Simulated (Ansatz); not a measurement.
**One input, then a changed one: fcc Bi (100), 4 layers**

First run: DFT, PBEsol, PAW with Ansatz's default frozen-core files, scalar-relativistic (Ansatz 0.2.0).

Command: `ansatz run input.yaml --threads 2 --pin off --max-ram 4096MiB --backend cpu --events-out ev --progress --plain --runs-dir out` It took 12 s on 2 threads of Arm Neoverse V1 (shared host), peak memory 0.73 GiB.

```yaml
crystal:
  lattice:
    - [3.4905818588, 0.0, 0.0]
    - [0.0, 3.4905818588, 0.0]
    - [0.0, 0.0, 23.4046]
  atoms:
    - { symbol: Bi, position: [0.25, 0.25, 0.3502293075] }
    - { symbol: Bi, position: [0.75, 0.75, 0.4459164286] }
    - { symbol: Bi, position: [0.25, 0.25, 0.5540835683] }
    - { symbol: Bi, position: [0.75, 0.75, 0.649770695] }
  periodic: [true, true, false]
kpoints:
  mp_grid: { grid: [11, 11, 1] }
scf:
  occupations: { method: fermi_dirac, width: 0.05 }
hamiltonian:
  xc: pbesol
  pseudopotentials: { kind: paw }
output:
  forces: true
  stress: true
  eigenvalues: true
```

The slab is cut from a bulk crystal relaxed on PAW files (its atoms may have been relaxed since), whose type needn't be the stable one.

This run: no images along the normal.

It converges in 7 SCF iterations, largest force 0.008 eV/Å, cutoff 420 eV.

A second run of a changed input logged this at its end:

```
Error: 2 input errors — fix all and re-run
  1. inconsistent input (magnetization.spin_orbit, magnetization.noncollinear): true requires noncollinear: true — spin–orbit coupling acts on 2-spinor wavefunctions; set both flags
  2. inconsistent input (magnetization.spin_orbit, hamiltonian.pseudopotentials.kind): true requires a fully-relativistic hamiltonian.pseudopotentials.kind (nc_fr or paw_fr), or kind: all_electron without datasets and azcp, which then solves Dirac's equation on LAPW. paw_fr resolves this project's PAW files (source: ansatz) by j as it reads them
crystal.periodic: the vector that does not repeat, 0.000° off the slab's normal and 23.405 Å along it as the deck builds it, stands along the normal, 37.821 Å long
```

Task: What was wrong with the input?

Result: The fault: spin-orbit coupling on scalar files, by this change (others could give a like log):
```diff
   occupations: { method: fermi_dirac, width: 0.05 }
+  max_iter: 50
 hamiltonian:
   xc: pbesol
-  pseudopotentials: { kind: paw }
+  pseudopotentials: { kind: nc }
 output:
   eigenvalues: true
+magnetization:
+  spin_polarized: true
+  spin_orbit: true
```
